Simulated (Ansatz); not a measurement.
The start is a generated trial cell of K in the AFLOW prototype A_hR1_166_a (A_i). Cell shape, volume and atoms are optimised at zero target pressure with PBEsol (plane waves to 420 eV, PAW, scalar-relativistic; Ansatz, a first-principles code). The first steps use a coarse 8×8×8 k-mesh.

Initial structure:
```
CELL_PARAMETERS angstrom
      3.17453     1.83282     2.04893
     -3.17453     1.83282     2.04893
      0.00000    -3.66563     2.04893
ATOMIC_POSITIONS crystal
  K  0.00000 0.00000 0.00000
```

| Item | Result |
|---|---|
| Outcome | The space group goes from R-3m (No. 166) to Im-3m (No. 229); the end is bcc (W type), with 1 atom in the primitive cell |
| Energy released | 0.08 eV/atom |
| Band gap at the end | no gap (metallic) |
| Optimiser moves | 12 |

Final values are on a 13×13×13 k-mesh of the relaxed cell. No spin polarisation in the result.

The run could not lose the symmetry of its start.
